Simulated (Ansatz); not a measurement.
With the program Ansatz at the PBE level (PAW), Zr2SiB2 in the hexagonal phase (P-6m2; Zr on 2h, Si on 1a, B on 1b, B on 1f) relaxes to a = 3.188 Å, c = 7.803 Å. Against the elements it lies at -0.83 eV/atom, with no fitted shifts.

Electronic character: metallic (no gap). Gap from PBE with spin–orbit coupling: none (metallic).

The bulk modulus is 169 GPa.

The start of the workflow was typed in or built on a structure type; neither database checked (COD, Materials Project) lists it. Whether it is the stable phase at ambient conditions was not checked. The PBE relaxation kept the symmetry of its start; its stability against distortions is not shown here. The run is not spin-polarised. The references are the lowest solids computed at this level, not always the standard phases. Spin–orbit coupling is left out wherever it is not named.

Potentials: the earlier of the program's two PAW sets.
